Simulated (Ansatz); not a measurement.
**What DFT gives for LaYS$_{2}$**

```
Y La S
1.0
     4.12844    0.00000    0.00000
    -2.06422    3.57534    0.00000
    -2.06422    1.19178    6.90332
Y La S
1 1 2
Direct
  0.50000 0.50000 0.50000
  0.00000 0.00000 0.00000
  0.24260 0.75740 0.72780
  0.75740 0.24260 0.27220
```

Method: r2SCAN, spin-orbit coupling; PAW, plane waves to 500 eV, 6×6×6 Γ-centred mesh, fermi-dirac occupations (width 0.1 eV) (Ansatz 0.2.0), atoms fixed.

The state carries no moments; the state need not be the lowest.

**Stress.** The pressure is -6.9 GPa (compression positive), so with the atoms held at these fractions the cell would first shrink.
**Electronic structure.** It is a metal, with about 1.8 states/eV a cell as the mean within 0.25 eV of the Fermi level, mostly La d (45 %) and Y d (30 %).
**Forces.** Nearly at rest: the largest force is 0.027 eV/Å.
**Charges.** Bader charges in e: La +1.49, Y +1.83, S -1.66. In the mean Y gives up most and S takes most.

Origin: a known structure type with other elements, at an estimated volume, so it need not be a known compound. Caveats: f levels without a U or exact exchange are poorly placed.
